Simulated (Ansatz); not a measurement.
Ta:
```cif
data_Ta2
_chemical_formula_sum 'Ta2'
_space_group_name_H-M_alt 'Im-3m'
_space_group_IT_number 229
_space_group_name_Hall '-I 4 2 3'
_cell_length_a 3.28572
_cell_length_b 3.28572
_cell_length_c 3.28572
_cell_angle_alpha 90.000
_cell_angle_beta 90.000
_cell_angle_gamma 90.000
loop_
_atom_site_label
_atom_site_type_symbol
_atom_site_symmetry_multiplicity
_atom_site_Wyckoff_symbol
_atom_site_fract_x
_atom_site_fract_y
_atom_site_fract_z
_atom_site_occupancy
Ta1 Ta 2 a 0.00000 0.00000 0.00000 1
```
(The calculation used a cell of 1 atom; values per cell refer to that cell.)

Relaxed with PBE+D3(BJ).

Question: Which orbitals make up the states near the Fermi level in the program Ansatz at the PBE+D3(BJ) level (PAW)?

Answer: Within 0.5 eV of the Fermi level: Ta 5d 85 %, Ta 6s 8 %, outside the projected shells 5 %. Projections are on Löwdin-orthogonalised atomic valence shells; empty p or d shells of many metals are not among them.

Question: Tabulate the density of states.

Answer: States/eV per cell of 1 atom, in 0.25 eV bins, energy from the Fermi level.

| E (eV) | total | Ta 5d | Ta 6s | Ta 5p |
|---|---|---|---|---|
| -7.85 | 0.02 | 0.00 | 0.01 | 0.00 |
| -7.60 | 0.04 | 0.00 | 0.03 | 0.00 |
| -7.35 | 0.05 | 0.00 | 0.04 | 0.00 |
| -7.10 | 0.06 | 0.00 | 0.05 | 0.00 |
| -6.85 | 0.07 | 0.00 | 0.06 | 0.00 |
| -6.60 | 0.08 | 0.00 | 0.07 | 0.00 |
| -6.35 | 0.10 | 0.00 | 0.08 | 0.00 |
| -6.10 | 0.11 | 0.01 | 0.09 | 0.00 |
| -5.85 | 0.12 | 0.01 | 0.10 | 0.00 |
| -5.60 | 0.14 | 0.02 | 0.11 | 0.00 |
| -5.35 | 0.16 | 0.02 | 0.13 | 0.01 |
| -5.10 | 0.19 | 0.04 | 0.14 | 0.01 |
| -4.85 | 0.23 | 0.06 | 0.16 | 0.01 |
| -4.60 | 0.31 | 0.11 | 0.18 | 0.01 |
| -4.35 | 0.59 | 0.33 | 0.23 | 0.01 |
| -4.10 | 0.62 | 0.38 | 0.22 | 0.01 |
| -3.85 | 0.66 | 0.44 | 0.20 | 0.01 |
| -3.60 | 0.76 | 0.55 | 0.18 | 0.01 |
| -3.35 | 0.84 | 0.66 | 0.16 | 0.01 |
| -3.10 | 1.00 | 0.83 | 0.15 | 0.02 |
| -2.85 | 1.15 | 0.99 | 0.13 | 0.02 |
| -2.60 | 0.74 | 0.66 | 0.07 | 0.01 |
| -2.35 | 0.47 | 0.43 | 0.03 | 0.01 |
| -2.10 | 0.36 | 0.34 | 0.01 | 0.01 |
| -1.85 | 0.35 | 0.33 | 0.01 | 0.01 |
| -1.60 | 1.41 | 1.37 | 0.01 | 0.02 |
| -1.35 | 2.15 | 2.08 | 0.02 | 0.03 |
| -1.10 | 1.38 | 1.32 | 0.03 | 0.02 |
| -0.85 | 1.29 | 1.20 | 0.05 | 0.02 |
| -0.60 | 1.32 | 1.18 | 0.07 | 0.02 |
| -0.35 | 1.87 | 1.59 | 0.16 | 0.03 |
| -0.10 | 1.52 | 1.29 | 0.14 | 0.02 |
| 0.15 | 1.09 | 0.93 | 0.08 | 0.01 |
| 0.40 | 0.87 | 0.75 | 0.06 | 0.01 |
| 0.65 | 0.61 | 0.50 | 0.04 | 0.00 |
| 0.90 | 0.34 | 0.25 | 0.03 | 0.00 |
| 1.15 | 0.31 | 0.24 | 0.02 | 0.00 |
| 1.40 | 0.30 | 0.25 | 0.01 | 0.00 |
| 1.65 | 0.30 | 0.29 | 0.01 | 0.00 |
| 1.90 | 0.48 | 0.46 | 0.02 | 0.00 |
| 2.15 | 0.64 | 0.60 | 0.02 | 0.00 |
| 2.40 | 0.69 | 0.65 | 0.02 | 0.00 |
| 2.65 | 0.73 | 0.69 | 0.02 | 0.00 |
| 2.90 | 0.80 | 0.76 | 0.02 | 0.00 |
| 3.15 | 0.91 | 0.86 | 0.02 | 0.00 |
| 3.40 | 1.03 | 0.98 | 0.02 | 0.00 |
| 3.65 | 1.04 | 1.00 | 0.02 | 0.00 |
| 3.90 | 1.11 | 1.07 | 0.02 | 0.00 |
| 4.15 | 1.12 | 1.09 | 0.01 | 0.00 |
| 4.40 | 1.06 | 1.02 | 0.02 | 0.00 |
| 4.65 | 1.26 | 1.21 | 0.04 | 0.00 |

The PBE+D3(BJ) relaxation kept the symmetry of its start. The run is not spin-polarised. The pairwise dispersion correction was not fitted to metals. Scalar-relativistic: spin–orbit coupling is off unless named, which matters more the heavier the elements.

Potentials: the earlier of the program's two PAW sets.
